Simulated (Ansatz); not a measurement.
CaO:
```
CELL_PARAMETERS angstrom
      0.00000     2.60643     2.60643
      2.60643     0.00000     2.60643
      2.60643     2.60643     0.00000
ATOMIC_POSITIONS crystal
  Ca 0.00000 0.00000 0.00000
  O  0.25000 0.25000 0.25000
```

x, y and z are the axes in which the lattice vectors are written.

Give the proper piezoelectric stress tensor with relaxed ions from plane-wave PAW r²SCAN (Ansatz code).

In C/m², rows x, y, z, Voigt columns; mesh uncertainty up to 0.01.
```
0.00  0.00  0.00  0.46  0.00  0.00
0.00  0.00  0.00  0.00  0.46  0.00
0.00  0.00  0.00  0.00  0.00  0.46
```

The elastic tensor of the same run (GPa):

```tsv
	1	2	3	4	5	6
1	92.5	77.5	77.5	0.0	0.0	0.0
2	77.5	92.5	77.5	0.0	0.0	0.0
3	77.5	77.5	92.5	0.0	0.0	0.0
4	0.0	0.0	0.0	38.0	0.0	0.0
5	0.0	0.0	0.0	0.0	38.0	0.0
6	0.0	0.0	0.0	0.0	0.0	38.0
```

Convert to strain constants d = e·S.

In pC/N:
```
 0.0   0.0   0.0  12.2   0.0   0.0
 0.0   0.0   0.0   0.0  12.2   0.0
 0.0   0.0   0.0   0.0   0.0  12.2
```

Space group F-43m (zinc blende). The start of the workflow was typed in or built on a structure type; neither database checked (COD, Materials Project) lists it. It is not the phase usual at ambient conditions (space group No. 225). The r²SCAN relaxation kept the symmetry of its start; its stability against distortions is not shown here.

Potentials: the later of the program's two PAW sets.
